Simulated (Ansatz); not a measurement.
CdSe (zinc blende)

```yaml
crystal:
  lattice:
    - [0.00000, 3.04091, 3.04091]
    - [3.04091, 0.00000, 3.04091]
    - [3.04091, 3.04091, 0.00000]
  atoms:
    - { symbol: Se, position: [0.75000, 0.75000, 0.75000] }
    - { symbol: Cd, position: [0.00000, 0.00000, 0.00000] }
```

Equation-of-state scan: isotropic scaling of the cell above, V₀ being its volume. Symmetry pins the atoms to their sites.

The numbers are results of PBEsol (plane waves to 420 eV, PAW, scalar-relativistic; Ansatz, an electronic-structure program), not measurements. k mesh 9×9×9 (Γ-centred), Fermi-Dirac smearing 0.05 eV. E stands for the smeared free energy. Stress and pressure are positive under compression. CdSe was relaxed with its symmetry unable to fall. ΔE is measured from the relaxed starting cell.

```json
[
 {"V (Å³/atom)": "23.620", "ΔE (meV/atom)": "162.6"},
 {"V (Å³/atom)": "24.370", "ΔE (meV/atom)": "106.4"},
 {"V (Å³/atom)": "25.120", "ΔE (meV/atom)": "withheld"},
 {"V (Å³/atom)": "25.870", "ΔE (meV/atom)": "34.2"},
 {"V (Å³/atom)": "26.620", "ΔE (meV/atom)": "14.4"},
 {"V (Å³/atom)": "27.370", "ΔE (meV/atom)": "3.4"},
 {"V (Å³/atom)": "28.120", "ΔE (meV/atom)": "0.0"},
 {"V (Å³/atom)": "28.870", "ΔE (meV/atom)": "3.1"},
 {"V (Å³/atom)": "29.619", "ΔE (meV/atom)": "11.8"},
 {"V (Å³/atom)": "30.369", "ΔE (meV/atom)": "25.3"},
 {"V (Å³/atom)": "31.119", "ΔE (meV/atom)": "42.9"},
 {"V (Å³/atom)": "31.869", "ΔE (meV/atom)": "64.0"},
 {"V (Å³/atom)": "32.619", "ΔE (meV/atom)": "88.2"}
]
```

Q: Fit a third-order Birch-Murnaghan form (E₀, V₀, B₀, B₀′ free) to the given rows and predict ΔE at V = 25.120.

A: Least squares on the 12 given rows: ΔE = E₀ + (9V₀B₀/16)·y²·[2 + (B₀′ − 4)y], y = (V₀/V)^(2/3) − 1, with V₀ = 28.118 Å³/atom, B₀ = 51.99 GPa (160.2 GPa = 1 eV/Å³; the term in eV is multiplied by 1000), B₀′ = 4.70, E₀ = 0.02 meV/atom; root-mean-square residual 0.02 meV/atom. At 25.120 the fit gives 64.3 meV/atom; the calculation gives 64.3 meV/atom, the same to the digits shown. For the pressure the fit gives 7.6 GPa against the computed 7.6 GPa.

(A scan under strain: stresses follow from slopes of the energy per volume, elastic moduli from its curvatures.)
